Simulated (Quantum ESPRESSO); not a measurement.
# Planted mistakes on one cell of SiAsF3O3

The results below are calculated, not measured. They come from pw.x of Quantum ESPRESSO 7.5, a plane-wave density functional program, with PseudoDojo standard norm-conserving files (v0.5 for PBE, v0.4.1 for LDA and PBEsol). The cells are made up: elements, strain and atom displacements were drawn at random, and nothing was relaxed. There is no spin polarisation, spin-orbit coupling or dispersion term.

The cell has 9 sites of a quartz lattice. Sites 1 to 3 hold Si As empty; sites 4 to 9 hold F O F F O O. Cell vectors in Å: (5.077, 0.000, 0.000); (-2.538, 4.397, 0.000); (0.000, 0.000, 5.603). Settings: PBE, cutoff 1143 eV, 5 x 5 x 4 k mesh shifted by half a step, Fermi-Dirac smearing of 0.025 eV.

The intended run has a self-consistency threshold of 1e-07 eV, a smearing term of 0.000 eV, a pressure of 10.07 GPa and 14 iterations. Each further run changes one thing: all lengths scaled by 1.0090; atoms of sites 7 and 8 exchanged; cutoff 777 eV; files of LDA; k mesh 1 x 1 x 1; one electron removed; smearing 0.63 eV; threshold 0.04 eV. A coarse mesh keeps the shift, and a charged cell sits in a uniform background.

| run | change of free energy (eV) | smearing term -TS (eV) | change of P (GPa) | largest change of a force component (eV/Å) | iterations |
| --- | --- | --- | --- | --- | --- |
| A | 3.371 | 0.000 | 3.96 | 7.432 | 14 |
| B | 10.454 | 0.000 | -6.27 | 0.647 | 15 |
| C | 5.318 | 0.000 | -52.10 | 0.315 | 14 |
| D | -0.179 | 0.000 | -3.31 | 0.474 | 15 |
| E | -0.660 | -1.335 | 3.86 | 1.758 | 13 |
| F | 0.187 | 0.000 | 0.19 | 0.852 | 14 |
| G | -2.389 | -0.039 | -11.84 | 4.380 | 13 |
| H | 0.004 | 0.000 | -0.57 | 0.191 | 7 |

A rerun of the intended cell at 1437 eV and k mesh 7 x 7 x 6 moved values by no more than 0.004 eV in the cell's energy, 0.02 GPa in stress and 0.002 eV/Å in force.

Question: which change belongs to which run?

## Worked reading

Run H has the fewest iterations, as a run stopped early does. Run E has the largest smearing term, as wide smearing gives. Run C has a higher energy and the largest fall in pressure, as too small a basis gives. Run D changes the volume by a factor of 1.0272; minus its pressure change over the logarithm of that factor, 123 GPa, is a rough bulk modulus with clamped atoms. Energies from files of another functional, or of a charged cell, have another zero and say nothing on stability; the pressure of a charged cell rests on the program's zero of potential too.

## Key

| run | change |
| --- | --- |
| A | atoms of sites 7 and 8 exchanged |
| B | files of LDA |
| C | cutoff 777 eV |
| D | all lengths scaled by 1.0090 |
| E | smearing 0.63 eV |
| F | k mesh 1 x 1 x 1 |
| G | one electron removed |
| H | threshold 0.04 eV |